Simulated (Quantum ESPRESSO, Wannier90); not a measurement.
## ZrPbO3 (Amm2): Wannier90 run

```
CELL_PARAMETERS angstrom
      4.17636     0.00000     0.00000
      0.00000     2.98069     3.06698
      0.00000    -2.98069     3.06698
ATOMIC_POSITIONS crystal
  Zr 0.50000 0.50688 0.50688
  Pb 0.00000 0.94502 0.94502
  O  0.50000 0.03203 0.56315
  O  0.50000 0.56315 0.03203
  O  0.00000 0.55991 0.55991
```

Structure: Materials Project mp-20337, symmetrised, not relaxed again. COD (Crystallography Open Database) has the formula in 2 space groups, this one among them (matched by group alone). Computed values, not measurements, from PBEsol: Quantum ESPRESSO (norm-conserving PseudoDojo potentials, cutoff 68 Ry, no spin polarisation, no spin-orbit coupling) on a Γ-centred 8×8×8 mesh, then Wannier90. Density: 8×8×8 mesh, cold smearing 0.01 Ry. Spin-orbit coupling is left out although heavy elements are present.

Base run: 18 functions from bands 13-43 of the 43 computed, start hydrogen-like Zr: d; Pb: s;p; O: p, centres 0.05 Å off the atoms, frozen window up to 4.11 eV relative to the valence-band maximum, outer window open. One setting was then changed (edges relative to the valence-band maximum; misfit to pw.x on a path, for states up to 3.6 eV relative to the valence-band maximum).

```csv
run,Ω_I (Å²),rms misfit (meV),worst (meV)
base,19.45,1.0,17
changed,17.96,137,1084
```

Question: Which change was made?
A) frozen window to 6.11 eV
B) outer window to 12.15 eV
C) no frozen window
D) frozen window to 2.11 eV
E) only the lowest 20 of the kept bands

Answer: D, frozen window to 2.11 eV. The others give:

```
run                                   Ω_I (Å²)  rms misfit (meV)  worst (meV)
------------------------------------  --------  ----------------  -----------
frozen window to 6.11 eV                 21.14               0.2          2.4
no frozen window                         16.03               613         2073
outer window to 12.15 eV                 21.48               0.4          4.7
only the lowest 20 of the kept bands     21.78               0.2          2.5
```
